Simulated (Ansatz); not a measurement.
Structure from Materials Project entry mp-47 (possibly hypothetical), not relaxed further.

C: DFT, PBE, all-electron LAPW, scalar-relativistic (Ansatz 0.2.0).

```yaml
crystal:
  lattice:
    - [2.5033028199, 0.0, 0.0]
    - [-1.25165141, 2.1679238354, 0.0]
    - [0.0, 0.0, 4.16896881]
  atoms:
    - { symbol: C, position: [0.3333333333, 0.6666666667, 0.06280535] }
    - { symbol: C, position: [0.6666666667, 0.3333333333, 0.56280535] }
    - { symbol: C, position: [0.6666666667, 0.3333333333, 0.93719465] }
    - { symbol: C, position: [0.3333333333, 0.6666666667, 0.43719465] }
kpoints:
  mp_grid: { grid: [12, 12, 7] }
  band_path:
    path:
      - [0.0, 0.0, 0.0]
      - [0.5, 0.0, 0.0]
      - [0.3333333333, 0.3333333333, 0.0]
      - [0.0, 0.0, 0.0]
      - [0.0, 0.0, 0.5]
      - [0.5, 0.0, 0.5]
      - [0.3333333333, 0.3333333333, 0.5]
      - [0.0, 0.0, 0.5]
      - [0.5, 0.0, 0.5]
    npoints: 8
scf:
  occupations: { method: fermi_dirac, width: 0.01 }
hamiltonian:
  xc: pbe
  pseudopotentials: { kind: all_electron, lapw: { basis_error: 0.001 } }
output:
  forces: true
  stress: true
  eigenvalues: true
  fatbands: true
  populations: true
  dos: { projected: true, de: 0.2, e_range: [-14, 8] }
```

Output:

```
C: projections on atomic orbitals take those of the free atom 1s2 2s2 2p2, of charge +0.00 (hamiltonian.pseudopotentials.projection_atoms)
LAPW: plane waves up to 10.905 Å⁻¹, error target 1.0e-3 eV per atom; small_component_spin mean_spin; C in spheres of 0.769 Å, 6 of its electrons in bands, Dirac shells []
Engine: ansatz 0.2.0
Pseudopotentials: kind: all_electron
Pseudopotential: C, LAPW, valence charge 6, Koelling and Harmon's equation, gaussian nucleus
Functional definition: PBE
  parameter kappa = 0.804
  parameter beta = 0.06672455060314922
  exchange = pbe_x(kappa = kappa, mu = beta*pi^2/3)
  correlation = pbe_c(beta = beta)
Crystal: 4 atoms, lattice volume = 22.625 Å³
Basis set: ecut = 453.0378342594971 eV, 525 PW (Γ), exchange–correlation at level 2
Bands: 16, of which v1, the nominal top of the filled ones, is band 12 counted from 1 (11 counted from 0)
Symmetry: 24 space group operations
Space group: P63/mmc (ITA 194), of the structure as read, at distance tolerance 2.8e-5 Å
k-points: 76 of 1008
Non-local potential: C, projectors of the file, none
Initial density: superposition of atomic densities (chi_scale 0.1, normalization cell)
Initial wavefunctions: plane waves of lowest kinetic energy (no species holds an atomic orbital)
Functional: x = pbe(κ = 0.804, μ = 0.2195149727645171), c = pbe(β = 0.06672455060314922)
iter 1 solved again at ethr=1.24e-2 eV; its pass at ethr=1.00e-1 eV (dr2=2.97e0 eV) is discarded
SCF iter   1: F=—  HF=-4148.074178 eV  |F-HF|=—  |Δ(HF+E_count)|=         —  Δρ=1.35e-1  dr2=2.98e0  ethr=1.24e-2  ⟨swp⟩=2.1  Hψ=9112  notcnv=0
preconditioner: auto → none  [insulator: Δε(μ)=4.446 eV  Ē_g=17.117 eV  σ=0.010 eV  W_gap=1.00  n_scr=2 (ndim 8)  ℏωp=31.2 eV  f_vac=0.000  D(μ)=0.00/eV (n_scr^D=0)  ε∞_Penn≈4.3]
SCF iter   2: F=—  HF=-4146.963909 eV  |F-HF|=—  |Δ(HF+E_count)|=    1.11e0  Δρ=5.41e-2  dr2=4.39e-1  ethr=1.24e-2  ⟨swp⟩=3.0  Hψ=3248  notcnv=0
iter 3 solved again at ethr=5.80e-6 eV; its pass at ethr=1.83e-3 eV (dr2=1.39e-3 eV) is discarded
SCF iter   3: F=—  HF=-4146.832733 eV  |F-HF|=—  |Δ(HF+E_count)|=   1.31e-1  Δρ=4.28e-3  dr2=1.38e-3  ethr=5.80e-6  ⟨swp⟩=2.9  Hψ=6645  notcnv=0
SCF iter   4: F=—  HF=-4146.833581 eV  |F-HF|=—  |Δ(HF+E_count)|=         —  Δρ=2.96e-4  dr2=6.37e-6  ethr=5.76e-6  ⟨swp⟩=3.0  Hψ=3302  notcnv=0
the basis was enlarged: its passes take 133.1 KiB over the memory plan, 1 of 1 planned eigensolver slots
SCF iter   5: F=-4146.833594 eV  HF=-4146.833594 eV  |F-HF|=1.31e-7  |Δ(HF+E_count)|=   1.26e-5  Δρ=2.97e-5  dr2=6.34e-8  ethr=2.65e-8  ⟨swp⟩=3.0  Hψ=3339  notcnv=0
SCF 1 converged in 5 iterations: F = -4146.833594 eV  dr2 = 6.34e-8
NSCF: frozen V_eff on 65 k-points
SCF converged after 5 iterations
Free energy (F): -4146.833594 eV
Harris-Foulkes:  -4146.833594 eV  (|F-HF|=1.31e-7)
Internal energy: -4146.833594 eV  (E = F + TS)
E sigma→0 (E₀):  -4146.833594 eV
Fermi energy:    15.625214 eV
--- Per-component energies (eV) ---
  E_band       = -1941.745715
  E_kinetic    = 4133.266228
  E_xc         = -591.140334
  E_electrostatic = -7688.959488  (all electrons and nuclei)
  E_smearing   = -0.000000  (= −TS)
  E_closure    = 0.000000  (closes the sum)
  E_atoms      = -4110.531295  (free atoms, spherical and without spin; not in F)
  Σ components = -4146.833594   (vs F -4146.833594, Δ=0.00e0)
  Basis errors (estimates in eV, not in F): energy 6.3e-4 per atom: plane waves 6.1e-4 (3.8e-4 summed), levels above the bands 1.8e-267, relativity 1.1e-8, radial functions 1.9e-5, core shells 0.0e0; eigenvalues (radial functions only) 1.5e-6; not estimated: angular momenta, meshes, grids; target (lapw.basis_error) 1.0e-3; muffin-tin radii C 0.769 Å
--- Forces (eV/Å), atoms counted from 1 ---
  atom   1  C      0.00000000    -0.00000000    -0.01244143
  atom   2  C     -0.00000000     0.00000000    -0.01244143
  atom   3  C     -0.00000000     0.00000000     0.01244143
  atom   4  C      0.00000000    -0.00000000     0.01244143
  max |Σ_I F_I| component: 5.20e-18 eV/Å
--- Stress (GPa, compression-positive) ---
        4.303453      -0.000000       0.000000
       -0.000000       4.303453       0.000000
        0.000000       0.000000       3.616509
  P = ⅓ Tr σ = 4.0745 GPa (40.745 kbar)
--- Band table (eV; the first three rows and the last of 76) ---
  k-point 0: bands = ["-252.1104", "-252.1078", "-252.1010", "-252.0984", "-7.8504", "-2.2694", "0.2504", "10.8859", "10.8859", "13.4783", "13.9720", "13.9720", "18.9591", "18.9591", "19.3244", "22.1566"]
  k-point 1: bands = ["-252.1103", "-252.1080", "-252.1008", "-252.0985", "-7.7124", "-3.1549", "1.3707", "10.9944", "10.9944", "12.5598", "13.7294", "13.7294", "19.2251", "19.2251", "19.8457", "22.1321"]
  k-point 2: bands = ["-252.1100", "-252.1084", "-252.1004", "-252.0988", "-7.2996", "-4.4890", "3.3995", "10.5245", "11.3121", "11.3121", "13.1454", "13.1454", "19.8958", "19.8958", "20.7463", "22.0430"]
  k-point 75: bands = ["-252.1057", "-252.1057", "-252.1031", "-252.1031", "0.2421", "0.2421", "1.6283", "1.6283", "4.0219", "4.8655", "9.5339", "9.5339", "21.5883", "21.5883", "21.7844", "24.3356"]
--- Löwdin populations: 4 sites ---
  site symbol       q [e]
     0      C      5.9847
     1      C      5.9847
     2      C      5.9847
     3      C      5.9847
  spilling = 0.002556 (of n_electrons = 24.000000)
```

populations.tsv:

```
# site	symbol	l	j	q
# orbitals = lowdin
# n_electrons = 24.000000
# spilling = 0.002556
# projection_atom_C: 1s2 2s2 2p2
0	C	0_1S	-	1.990823
0	C	0_2S	-	0.951245
0	C	1_2P	-	3.042594
1	C	0_1S	-	1.990823
1	C	0_2S	-	0.951245
1	C	1_2P	-	3.042594
2	C	0_1S	-	1.990823
2	C	0_2S	-	0.951245
2	C	1_2P	-	3.042594
3	C	0_1S	-	1.990823
3	C	0_2S	-	0.951245
3	C	1_2P	-	3.042594
```
